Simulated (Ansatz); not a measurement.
This TeF structure is the end of a relaxation. The cell was found from a structure generator's guess, not taken from experiment.

These are results of DFT PBE, scalar-relativistic, plane waves, PAW (Ansatz 0.2.0), not measurements. Cutoff 420 eV, Γ-centred mesh, Gaussian smearing, no spin polarisation.

```xyz
2
Lattice="-2.5097 2.5097 2.1528 2.5097 -2.5097 2.1528 2.5097 2.5097 -2.1528" Properties=species:S:1:pos:R:3 pbc="T T T"
Te    0.0000    0.0000    0.0000
F     0.0000    0.0000    2.1528
```

Formation energies are uncorrected and refer to the elements' standard structures at the same level (F₂ as a molecule).

(1) Find its symmetry and describe it.

(2) How far does it lie from the elements in energy?

(3) Is it a metal?

Answers

(1) I4/mmm (No. 139). Conventional cell: a = 5.019 Å, c = 4.306 Å. Te has 2 F at 2.15 Å; around F lie 2 Te at 2.15 Å.

(2) −0.57 eV/atom.

(3) Yes, bands cross the Fermi level on the 18×18×18 mesh.

The last run used an 18×18×18 mesh for its 2-atom cell and Gaussian smearing of 0.10 eV. No dispersion correction is applied, so the spacing and binding between layers, chains or molecules are poorly described. Spin–orbit coupling, which can matter for Te, is left out. An odd number of electrons in the primitive cell allows no gap without spin; a larger cell or a magnetic state could open one. The cell is a metal run without spin; a magnetic state may lie lower. The reference form of Te is held partly by dispersion forces, which this level lacks. A structure relaxed within its symmetry needn't be a true minimum. Another cell of TeF relaxed alike, in Fd-3m, lies 263 meV/atom lower, so this cell isn't the stable form at this level.
